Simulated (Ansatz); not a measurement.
According to LDA in the plane-wave PAW code Ansatz, MoS$_{2}$ in the trigonal phase (R3m; Mo on 3a, S on 3a, S on 3a) relaxes to a = 3.126 Å, c = 17.974 Å. Mo has 6 nearest neighbours from 2.38 Å (trigonal prismatic); S on 3a has 3 nearest neighbours from 2.38 Å (trigonal pyramidal); S on 3a has 3 nearest neighbours from 2.38 Å (trigonal pyramidal). Its formation energy from the elements is -1.01 eV/atom, with no fitted shifts.

The Kohn–Sham gap is 0.70 eV (indirect). The electron mass is 0.46, 0.58, 0.73 mₑ (principal values). The hole mass is 0.62, 0.62, 0.93 mₑ (principal values).

Perturbation theory gives ε∞ = 15.7 (xx = yy), 7.74 (zz). Letting the ions move raises it to ε0 = 15.9 (xx = yy), 7.84 (zz). Born charges are Mo -1.05, S +0.49 to +0.56 e. Without the LO–TO term the highest mode at Γ lies at 14.09 THz.

The cell was relaxed with LDA under the symmetry of its start; of distortions, only those at the zone centre were tested. The run is not spin-polarised. A crystal of weakly bound layers computed without a dispersion correction: the cell and the soft elastic constants depend strongly on that. The references are the lowest solids computed at this level, not always the standard phases. Spin–orbit coupling is left out wherever it is not named.

Potentials: the later of the program's two PAW sets.
